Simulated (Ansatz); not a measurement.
Values for one crystal, relaxed and computed with r²SCAN (plane waves, PAW; program Ansatz); other levels are named.

```yaml
volume_per_atom: 5.96 Å³
band_gap: 2.67 eV (indirect)
HSE06 gap on the r²SCAN cell: 3.52 eV
hill_bulk_and_shear_moduli: 416 and 443 GPa
conduction_band_minimum: on the Γ–Z line, 42 % of the way from Γ (2 equivalent valleys)
Elastic constants (relaxed ions, GPa): C11 = 970, C12 = 177, C13 = 53.2, C33 = 1250, C44 = 472, C66 = 337
mechanical_stability: stable (all eigenvalues of C positive)
```

Task: Which of these materials gives this?
A. B, I4_132 (B on 8a)
B. C, I4/mmm (C on 8h)
C. Si, Cmcm (Si on 8f, Si on 8f, Si on 8f)
D. Ge, P6_3/mmc (Ge on 4e, Ge on 4f)

Result: B, C, I4/mmm (C on 8h)

The start of the workflow was typed in or built on a structure type; the Crystallography Open Database copy checked does not list it. It is not the phase usual at ambient conditions (space group No. 194, 227). Symmetry was held in the r²SCAN relaxation; its stability against distortions is not shown here.

Potentials: the earlier of the program's two PAW sets.
